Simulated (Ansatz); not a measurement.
Frozen-phonon scan for LiNbO2 (space group P6_3/mmc)

LiNbO2 (space group P6_3/mmc)

```yaml
crystal:
  lattice:
    - [2.87039, 0.00000, 0.00000]
    - [-1.43520, 2.48583, 0.00000]
    - [0.00000, 0.00000, 10.22534]
  atoms:
    - { symbol: Li, position: [0.00000, 0.00000, 0.00000] }
    - { symbol: Li, position: [0.00000, 0.00000, 0.50000] }
    - { symbol: Nb, position: [0.33333, 0.66667, 0.75000] }
    - { symbol: Nb, position: [0.66667, 0.33333, 0.25000] }
    - { symbol: O, position: [0.33333, 0.66667, 0.12224] }
    - { symbol: O, position: [0.66667, 0.33333, 0.87776] }
    - { symbol: O, position: [0.66667, 0.33333, 0.62224] }
    - { symbol: O, position: [0.33333, 0.66667, 0.37776] }
```

The atoms are displaced by Q × the pattern below (from a DFPT mode at Γ, largest move 1; Q in Å), at fixed cell.

```tsv
atom	x	y	z
O5	0.000	0.000	1.000
O6	0.000	0.000	-1.000
O7	0.000	0.000	1.000
O8	0.000	0.000	-1.000
```

Atoms not listed stay in place.

These are LDA (plane waves to 420 eV, PAW, scalar-relativistic; Ansatz, an electronic-structure program) values and carry that method's errors. k mesh 13×13×4 (Γ-centred), Fermi-Dirac smearing 0.05 eV. The energy includes the smearing's −TS. Compression counts positive. LiNbO2 is run without spin polarisation and with no Hubbard U. LiNbO2 was relaxed with its symmetry unable to fall. The zero of ΔE is the undisplaced structure.

```
Q (Å)   ΔE (meV/cell)  P (GPa)  −dE/dQ from forces (eV/Å)
------  -------------  -------  -------------------------
-0.180           1428    -15.1                     15.096
-0.150           1008    -13.5                     12.887
-0.120            656    -11.4                     10.566
-0.090            375     -9.1                      8.127
-0.060            170     -6.4                      5.559
-0.030             43     -3.4                      2.854
0.000               0      0.0                     -0.001
0.030              45      3.7                     -3.018
0.060             183      7.8                     -6.214
0.090             420     12.3                     -9.606
0.120             761     17.1                    -13.218
0.150            1215     22.3                    -17.073
0.180            1789     27.9                    -21.199
```

What the scan shows:

| Item | Value |
|---|---|
| Energy at Q = 0.180 Å | 1789 meV/cell |
| Space group of the distorted cell | P6_3/mmc (No. 194), as undistorted: a fully symmetric mode |
| Symmetry of the curve | not even: the positive side lies higher at ±0.180 Å |
| Shape of the curve | a single well with its minimum at or next to zero displacement |
| Harmonic wavenumber from the curvature (finite differences) | 645 cm⁻¹ |
| Wavenumber by perturbation theory (DFPT, on another k mesh) | 645 cm⁻¹ |

(A displaced cell: forces are minus the slopes of the energy, force constants its curvatures, and phonons follow from these.)
